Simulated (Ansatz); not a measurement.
HfB4Ir3 in space group P6_3/m (No. 176; Ir on 6h, Hf on 2d, B on 2b, B on 6h), PBE in the plane-wave PAW code Ansatz, all energies at zero smearing, with the estimated change up to a 700 eV cutoff added, with one set of potentials and settings (totals compare only within such a set). Cell of 16 atoms (6 Ir, 2 Hf, 8 B): -104310.190 eV.

```
element                reference phase  E (eV/atom)
-------  -----------------------------  -----------
Ir          Fm-3m, 1 atoms in the cell  -11935.3137
Hf       P6_3/mmc, 2 atoms in the cell  -15721.3637
B           R-3m, 12 atoms in the cell    -155.9161
```

Formation energy per atom, worked out: (-104310.190 − 6×(-11935.3137) − 2×(-15721.3637) − 8×(-155.9161))/16 = -0.516 eV/atom (-50 kJ per mol of atoms), at 0 K, without zero-point energy or fitted corrections.

The workflow started from an entry of the Crystallography Open Database (COD). Whether it is the stable phase at ambient conditions was not checked. The PBE relaxation kept the symmetry of its start; its stability against distortions is not shown here. No spin polarisation was allowed. The references are the lowest solids computed at this level, not always the standard phases. Spin–orbit coupling is left out wherever it is not named.

Potentials: the later of the program's two PAW sets.
